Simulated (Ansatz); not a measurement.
**NiAs-type HgP**

The computed numbers are results of PBEsol, scalar-relativistic (no spin polarisation) in the plane-wave PAW code Ansatz at 420 eV, 10×10×6 k-mesh, Gaussian smearing of 0.05 eV; PAW files: Ansatz's generated set soft_2.

```cif
data_structure
_symmetry_space_group_name_H-M 'P 1'
_symmetry_Int_Tables_number 1
_cell_length_a 3.6758
_cell_length_b 3.6758
_cell_length_c 6.8555
_cell_angle_alpha 90.000
_cell_angle_beta 90.000
_cell_angle_gamma 120.000
_cell_volume 80.22
loop_
_atom_site_label
_atom_site_type_symbol
_atom_site_fract_x
_atom_site_fract_y
_atom_site_fract_z
_atom_site_occupancy
Hg1 Hg 0.00000 0.00000 0.00000 1
Hg2 Hg 0.00000 0.00000 0.50000 1
P1 P 0.33333 0.66667 0.25000 1
P2 P 0.66667 0.33333 0.75000 1
```

The structure was built from a prototype; whether the compound forms in it isn't claimed.

Q: Which orbitals carry the states at the Fermi level, and how many states are there?

A: Within 0.1 eV of it: P 3p 85 % (shares among the projected shells). The density of states at the Fermi level is about 2.6 states/eV per cell, averaged over 0.3 eV.

Density of states (tetrahedra, averaged over 0.4 eV; states/eV per cell of 4 atoms; energy in eV from the Fermi level; projections on Löwdin-orthogonalised atomic orbitals, summed over sites):

| E | total | Hg 5d | P 3p | Hg 6s | P 3s |
| --- | --- | --- | --- | --- | --- |
| -7.65 | 7.5 | 5.8 | 1.2 | 0.4 | 0.0 |
| -7.25 | 15.7 | 14.0 | 1.3 | 0.2 | 0.1 |
| -6.85 | 14.0 | 13.3 | 0.4 | 0.1 | 0.1 |
| -6.45 | 8.9 | 8.4 | 0.3 | 0.1 | 0.2 |
| -6.05 | 1.9 | 1.5 | 0.2 | 0.1 | 0.2 |
| -5.65 | 1.4 | 0.9 | 0.1 | 0.1 | 0.2 |
| -5.25 | 0.7 | 0.3 | 0.2 | 0.2 | 0.0 |
| -4.85 | 2.6 | 0.7 | 1.0 | 0.7 | 0.2 |
| -4.45 | 1.9 | 0.4 | 0.8 | 0.4 | 0.2 |
| -4.05 | 2.0 | 0.4 | 0.9 | 0.4 | 0.3 |
| -3.65 | 1.2 | 0.2 | 0.5 | 0.2 | 0.2 |
| -3.25 | 1.3 | 0.2 | 0.6 | 0.2 | 0.2 |
| -2.85 | 1.6 | 0.1 | 1.2 | 0.1 | 0.1 |
| -2.45 | 1.3 | 0.1 | 1.0 | 0.1 | 0.1 |
| -2.05 | 1.4 | 0.1 | 1.0 | 0.2 | 0.1 |
| -1.65 | 1.7 | 0.1 | 1.2 | 0.2 | 0.1 |
| -1.25 | 2.3 | 0.2 | 1.8 | 0.2 | 0.1 |
| -0.85 | 2.5 | 0.2 | 1.9 | 0.2 | 0.1 |
| -0.45 | 2.5 | 0.2 | 2.0 | 0.2 | 0.0 |
| -0.05 | 2.7 | 0.2 | 2.1 | 0.1 | 0.0 |
| 0.35 | 2.1 | 0.2 | 1.7 | 0.1 | 0.0 |
| 0.75 | 1.4 | 0.1 | 1.1 | 0.1 | 0.0 |
| 1.15 | 1.6 | 0.1 | 1.1 | 0.2 | 0.0 |
| 1.55 | 1.5 | 0.1 | 0.9 | 0.4 | 0.0 |
| 1.95 | 1.0 | 0.0 | 0.5 | 0.3 | 0.0 |
| 2.35 | 0.9 | 0.0 | 0.4 | 0.3 | 0.0 |
| 2.75 | 1.1 | 0.0 | 0.4 | 0.4 | 0.0 |
| 3.15 | 1.2 | 0.0 | 0.5 | 0.4 | 0.0 |
| 3.55 | 1.7 | 0.0 | 0.7 | 0.6 | 0.1 |
| 3.95 | 1.0 | 0.0 | 0.3 | 0.3 | 0.0 |
| 4.35 | 1.3 | 0.0 | 0.2 | 0.2 | 0.0 |
| 4.75 | 1.4 | 0.0 | 0.2 | 0.1 | 0.0 |
| 5.15 | 1.9 | 0.0 | 0.2 | 0.1 | 0.0 |
| 5.55 | 2.5 | 0.0 | 0.2 | 0.1 | 0.0 |
| 5.95 | 2.5 | 0.0 | 0.2 | 0.1 | 0.0 |

Spin–orbit coupling, which matters for such heavy elements, is left out.
